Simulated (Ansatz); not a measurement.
# Run record: FeGe

We look at FeGe: a measured crystal structure (space group P2_13), with 8 atoms per cell. Source: COD entry 1524803; it may be a high-temperature, high-pressure or metastable form.

All numbers below come from Ansatz development build ahead of 0.2.0, DFT, PBE, PAW, plane waves, scalar-relativistic.

The input:

```yaml
crystal:
  lattice:
    - [4.689, 0.0, 0.0]
    - [0.0, 4.689, 0.0]
    - [0.0, 0.0, 4.689]
  atoms:
    - { symbol: Ge, position: [0.842, 0.842, 0.842] }
    - { symbol: Ge, position: [0.658, 0.158, 0.342] }
    - { symbol: Ge, position: [0.342, 0.658, 0.158] }
    - { symbol: Ge, position: [0.158, 0.342, 0.658] }
    - { symbol: Fe, position: [0.135, 0.135, 0.135], spin: 4.0 }
    - { symbol: Fe, position: [0.365, 0.865, 0.635] }
    - { symbol: Fe, position: [0.635, 0.365, 0.865] }
    - { symbol: Fe, position: [0.865, 0.635, 0.365] }
magnetization:
  spin_polarized: true
hamiltonian:
  xc: pbe
  pseudopotentials: { kind: paw }
basis:
  ecutwfc: 420
kpoints:
  mp_grid: { grid: [5, 5, 5] }
scf:
  occupations: { method: gaussian, width: 0.05 }
  lower_state_search: "off"
output:
  forces: true
  stress: true
```

Output (shortened):

```
Pseudopotentials: kind: paw
Pseudopotential: Ge, paw, valence charge 14, recommended cutoff 420 eV (normal), Ge.paw.azcp
Pseudopotential: Fe, paw, valence charge 16, recommended cutoff 420 eV (normal), Fe.paw.azcp
Functional definition: PBE
Crystal: 8 atoms, lattice volume = 103.096 Å³
Basis set: ecut = 420 eV, 2007 PW (Γ), exchange–correlation on 64×64×64 points (8 copies of the dense FFT grid, shifted against one another)
Bands: 75, of which v1, the nominal top of the filled ones, is band 60 counted from 1 (59 counted from 0)
Symmetry: 3 space group operations
Space group: R3 (ITA 146), of the structure as read, at distance tolerance 4.7e-5 Å
Magnetic group: BNS 146.10 (UNI 1240), of the structure as read, at distance tolerance 4.7e-5 Å
k-points: 23 of 125 (time reversal used)
Non-local potential: Ge, projectors of the file, l = 0: 2, l = 1: 2, l = 2: 3, l = 3: 1
Non-local potential: Fe, projectors of the file, l = 0: 3, l = 1: 2, l = 2: 3, l = 3: 1
Initial density: superposition of atomic densities (chi_scale 0.1, normalization cell)
Starting moments: Σ|m| = 4 μB on 1 of 8 sites
Initial wavefunctions: pseudopotential atomic-orbital guess
Functional: x = pbe(κ = 0.804, μ = 0.2195149727645171), c = pbe(β = 0.06672455060314922)
SCF iter   1: F=—  HF=-35104.364793 eV  |F-HF|=—  |Δ(HF+E_count)|=         —  Δρ=8.83e-2 (↑8.83e-2 ↓4.90e-2)  dr2=2.69e1  dr2_m=6.49e-1  M=3.639 μB ∫|m|=4.028 μB  β_m=0.30  ethr=3.10e-3  ⟨swp⟩=5.2  Hψ=10517  notcnv=0  defer=65
preconditioner: auto → Kerker (q_TF=auto, 2.798 Å⁻¹)  [metal: Δε(μ)=0.008 eV  Ē_g=15.941 eV  σ=0.050 eV  W_gap=0.09  n_scr=32 (ndim 8)  ℏωp=34.3 eV  f_vac=0.000  D(μ)=6.58/eV (n_scr^D=80)]
spin=Collinear: Kerker preconditioning applied to the charge; magnetization (m = ρ↑ − ρ↓) channel mixes plain (no charge-response kernel on spin).
SCF iter   2: F=—  HF=-35104.689806 eV  |F-HF|=—  |Δ(HF+E_count)|=   3.25e-1  Δρ=1.93e-1 (↑7.88e-2 ↓1.93e-1)  dr2=5.35e1  dr2_m=8.58e0  M=1.108 μB ∫|m|=1.696 μB  β_m=0.30  ethr=3.10e-3  ⟨swp⟩=3.0  Hψ=7121  notcnv=0  defer=341
SCF iter   3: F=—  HF=-35102.528293 eV  |F-HF|=—  |Δ(HF+E_count)|=    2.16e0  Δρ=6.10e-2 (↑6.10e-2 ↓2.05e-2)  dr2=5.99e0  dr2_m=9.43e-1  M=3.585 μB ∫|m|=4.092 μB  β_m=0.30  ethr=3.10e-3  ⟨swp⟩=2.5  Hψ=6838  notcnv=0  defer=354
SCF iter   4: F=—  HF=-35102.092428 eV  |F-HF|=—  |Δ(HF+E_count)|=   4.36e-1  Δρ=4.37e-2 (↑4.37e-2 ↓4.05e-2)  dr2=9.26e-1  dr2_m=1.52e0  M=3.433 μB ∫|m|=4.003 μB  β_m=0.30  ethr=3.10e-3  ⟨swp⟩=2.0  Hψ=3876  notcnv=0  defer=353
SCF iter   5: F=—  HF=-35102.052833 eV  |F-HF|=—  |Δ(HF+E_count)|=   3.96e-2  Δρ=5.82e-2 (↑2.68e-2 ↓5.82e-2)  dr2=1.43e0  dr2_m=1.68e0  M=3.189 μB ∫|m|=3.795 μB  β_m=0.30  ethr=7.72e-4  ⟨swp⟩=2.2  Hψ=4593  notcnv=0  defer=353
SCF iter   6: F=—  HF=-35102.031560 eV  |F-HF|=—  |Δ(HF+E_count)|=   2.13e-2  Δρ=3.69e-2 (↑3.45e-2 ↓3.69e-2)  dr2=3.71e-2  dr2_m=1.20e0  M=3.646 μB ∫|m|=4.291 μB  β_m=0.30  ethr=7.72e-4  ⟨swp⟩=2.0  Hψ=4055  notcnv=0  defer=357
SCF iter   7: F=—  HF=-35102.147033 eV  |F-HF|=—  |Δ(HF+E_count)|=   1.15e-1  Δρ=3.13e-2 (↑2.92e-2 ↓3.13e-2)  dr2=1.35e-2  dr2_m=8.63e-1  M=3.677 μB ∫|m|=4.343 μB  β_m=0.30  ethr=3.09e-5  ⟨swp⟩=2.1  Hψ=6266  notcnv=0  defer=351
Mixer restart at iter 7: flushing history
spin-set hold released at iteration 7 (the charge has settled, or the pull on large starting moments outlasts its swing): the magnetisation degrees of freedom join the quasi-Newton model from the next iteration; the mixer history was flushed
SCF iter   8: F=—  HF=-35102.231009 eV  |F-HF|=—  |Δ(HF+E_count)|=   8.40e-2  Δρ=2.68e-2 (↑2.68e-2 ↓2.64e-2)  dr2=1.09e-2  dr2_m=6.67e-1  M=3.750 μB ∫|m|=4.433 μB  β_m=0.39  ethr=1.13e-5  ⟨swp⟩=2.5  Hψ=6075  notcnv=0  defer=351
SCF iter   9: F=—  HF=-35102.557324 eV  |F-HF|=—  |Δ(HF+E_count)|=   3.26e-1  Δρ=4.88e-2 (↑6.00e-3 ↓4.88e-2)  dr2=2.93e0  dr2_m=5.90e-1  M=3.965 μB ∫|m|=4.734 μB  β_m=0.08  ethr=9.11e-6  ⟨swp⟩=2.8  Hψ=6911  notcnv=0  defer=351  recentre
SCF iter  10: F=—  HF=-35102.327432 eV  |F-HF|=—  |Δ(HF+E_count)|=   2.30e-1  Δρ=2.41e-2 (↑2.41e-2 ↓1.92e-2)  dr2=1.97e-2  dr2_m=4.41e-1  M=3.887 μB ∫|m|=4.609 μB  β_m=0.25  ethr=9.11e-6  ⟨swp⟩=2.2  Hψ=6872  notcnv=0  defer=340
SCF iter  11: F=—  HF=-35102.528076 eV  |F-HF|=—  |Δ(HF+E_count)|=   2.01e-1  Δρ=1.00e-2 (↑9.44e-3 ↓1.00e-2)  dr2=1.79e-2  dr2_m=8.74e-2  M=4.115 μB ∫|m|=5.049 μB  β_m=0.33  ethr=9.11e-6  ⟨swp⟩=2.8  Hψ=6766  notcnv=0  defer=340
SCF iter  12: F=—  HF=-35102.570975 eV  |F-HF|=—  |Δ(HF+E_count)|=   4.29e-2  Δρ=3.36e-3 (↑3.36e-3 ↓2.26e-3)  dr2=1.05e-2  dr2_m=3.64e-3  M=4.260 μB ∫|m|=5.347 μB  β_m=0.57  ethr=9.11e-6  ⟨swp⟩=2.1  Hψ=6649  notcnv=0  defer=328
SCF iter  13: F=—  HF=-35102.572812 eV  |F-HF|=—  |Δ(HF+E_count)|=   1.84e-3  Δρ=2.74e-3 (↑1.31e-3 ↓2.74e-3)  dr2=1.52e-2  dr2_m=2.03e-3  M=4.267 μB ∫|m|=5.376 μB  β_m=0.73  ethr=8.76e-6  ⟨swp⟩=2.1  Hψ=4382  notcnv=0  defer=328
SCF iter  14: F=—  HF=-35102.573924 eV  |F-HF|=—  |Δ(HF+E_count)|=   1.11e-3  Δρ=1.14e-3 (↑9.24e-4 ↓1.14e-3)  dr2=3.78e-3  dr2_m=3.91e-4  M=4.268 μB ∫|m|=5.382 μB  β_m=0.77  ethr=8.76e-6  ⟨swp⟩=2.1  Hψ=4159  notcnv=0  defer=328
SCF iter  15: F=—  HF=-35102.574129 eV  |F-HF|=—  |Δ(HF+E_count)|=   2.05e-4  Δρ=1.66e-3 (↑7.36e-4 ↓1.66e-3)  dr2=7.36e-3  dr2_m=2.42e-4  M=4.267 μB ∫|m|=5.380 μB  β_m=0.68  ethr=3.15e-6  ⟨swp⟩=2.2  Hψ=5276  notcnv=0  defer=328
SCF iter  16: F=—  HF=-35102.573917 eV  |F-HF|=—  |Δ(HF+E_count)|=   2.12e-4  Δρ=3.46e-4 (↑1.83e-4 ↓3.46e-4)  dr2=2.46e-4  dr2_m=3.16e-5  M=4.267 μB ∫|m|=5.381 μB  β_m=0.75  ethr=3.15e-6  ⟨swp⟩=1.1  Hψ=3151  notcnv=0  defer=328
SCF iter  17: F=—  HF=-35102.573920 eV  |F-HF|=—  |Δ(HF+E_count)|=   2.77e-6  Δρ=9.31e-5 (↑9.31e-5 ↓6.79e-5)  dr2=4.50e-6  dr2_m=4.88e-6  M=4.267 μB ∫|m|=5.379 μB  β_m=0.87  ethr=2.05e-7  ⟨swp⟩=1.1  Hψ=3128  notcnv=0  defer=328
SCF iter  18: F=—  HF=-35102.573930 eV  |F-HF|=—  |Δ(HF+E_count)|=   1.05e-5  Δρ=1.12e-4 (↑1.12e-4 ↓1.04e-4)  dr2=4.86e-5  dr2_m=4.51e-7  M=4.266 μB ∫|m|=5.377 μB  β_m=0.87  ethr=3.75e-9  ⟨swp⟩=2.0  Hψ=5993  notcnv=0  defer=328
SCF iter  19: F=—  HF=-35102.573928 eV  |F-HF|=—  |Δ(HF+E_count)|=   2.56e-6  Δρ=8.21e-5 (↑5.73e-5 ↓8.21e-5)  dr2=2.31e-5  dr2_m=1.98e-7  M=4.266 μB ∫|m|=5.377 μB  β_m=0.63  ethr=3.75e-9  ⟨swp⟩=2.0  Hψ=5721  notcnv=0  defer=328
SCF iter  20: F=—  HF=-35102.573927 eV  |F-HF|=—  |Δ(HF+E_count)|=   7.36e-7  Δρ=4.29e-5 (↑1.50e-5 ↓4.29e-5)  dr2=3.69e-6  dr2_m=2.23e-7  M=4.266 μB ∫|m|=5.377 μB  β_m=0.82  ethr=3.75e-9  ⟨swp⟩=2.0  Hψ=3802  notcnv=0  defer=328
SCF iter  21: F=—  HF=-35102.573927 eV  |F-HF|=—  |Δ(HF+E_count)|=   1.53e-8  Δρ=1.14e-5 (↑5.86e-6 ↓1.14e-5)  dr2=2.12e-7  dr2_m=1.44e-8  M=4.266 μB ∫|m|=5.377 μB  β_m=0.89  ethr=3.07e-9  ⟨swp⟩=1.1  Hψ=3145  notcnv=0  defer=328
SCF iter  22: F=-35102.573927 eV  HF=-35102.573927 eV  |F-HF|=6.18e-9  |Δ(HF+E_count)|=   1.90e-8  Δρ=2.07e-6 (↑1.26e-6 ↓2.07e-6)  dr2=6.92e-9  dr2_m=7.33e-10  M=4.266 μB ∫|m|=5.376 μB  ethr=8.33e-11  ⟨swp⟩=3.1  Hψ=9196  notcnv=0
SCF 1 converged in 22 iterations: F = -35102.573927 eV  dr2 = 6.92e-9
  greatest PAW one-centre occupation: 1.001 electrons in one spin orbital (limit 2), on the Fe atom at site 4 (counted from 0), in its partial waves of l = 1
SCF converged after 22 iterations
Magnetization: 4.2662 μB (62.1331 up, 57.8669 down)
Absolute magnetization: 5.3771 μB (∫|ρ↑−ρ↓|, with the PAW one-centre terms)
Spin contamination: 0.1232 ħ² per cell (⟨S²⟩ above its minimum at these occupations)
Per-site moments (μB) at R_I (Å): [(-0.0554, 0.9815), (-0.0554, 0.9815), (-0.0554, 0.9815), (-0.0554, 0.9815), (1.1810, 0.9815), (1.1809, 0.9815), (1.1809, 0.9815), (1.1809, 0.9815)]
Free energy (F): -35102.573927 eV
Harris-Foulkes:  -35102.573927 eV  (|F-HF|=6.18e-9)
Internal energy: -35102.568174 eV  (E = F + TS)
E sigma→0 (E₀):  -35102.571050 eV
Entropy (-TS):   -0.005754 eV (-0.719 meV/atom)
Fermi energy:    16.791587 eV
--- Per-component energies (eV) ---
  E_band       = -1102.513163
  E_kinetic    = 1867.345095
  E_local      = -16384.369743  (includes V_loc(G=0)·N_el)
  E_nonlocal   = 2549.242524
  E_hartree    = 7096.047174
  E_xc         = -779.499726
  E_vxc        = -873.793566  (∫ρ·V_xc dr)
  E_paw        = -13548.008782  (= ΣΔE_a)
  E_vpaw       = -2453.033134  (= ΣTr[D̂ρ^β])
  E_aug_tail   = 0.004287  (compensation charges beyond the density's cutoff)
  E_ewald      = -15903.329002
  E_smearing   = -0.005754  (= −TS)
  E_closure    = 0.000000  (closes the sum)
  Σ components = -35102.573927   (vs F -35102.573927, Δ=0.00e0)
--- Forces (eV/Å), atoms counted from 1 ---
  atom   1  Ge    -0.02419183    -0.02419183    -0.02419183
  atom   2  Ge     0.02417535     0.02418060    -0.02416520
  atom   3  Ge    -0.02416520     0.02417535     0.02418060
  atom   4  Ge     0.02418060    -0.02416520     0.02417535
  atom   5  Fe    -0.04412986    -0.04412986    -0.04412986
  atom   6  Fe     0.04412668     0.04411320    -0.04411909
  atom   7  Fe    -0.04411909     0.04412668     0.04411320
  atom   8  Fe     0.04411320    -0.04411909     0.04412668
  max |Σ_I F_I| component: 1.01e-5 eV/Å
--- Stress (GPa, compression-positive) ---
       -2.781170       0.000027       0.000026
        0.000026      -2.781170       0.000027
        0.000027       0.000026      -2.781170
  P = ⅓ Tr σ = -2.7812 GPa (-27.812 kbar)
```

Among 15 converged runs of this cell from various starts and settings, this end is the lowest found. Sign patterns typed on Fe5 Fe6 Fe7 Fe8: ++++, +--+, +---, ++-+, +000; other orders that fit weren't typed.

The log names the space group R3, not the crystal's P2_13, as the starting moments make like atoms unequal.

The mesh is too coarse to rank close states of a metal with certainty: differences of some tens of meV/atom may change, at times in sign.

The run took 71 s on 2 threads of Arm Neoverse N1, with other jobs on the host, peak memory 0.57 GiB.
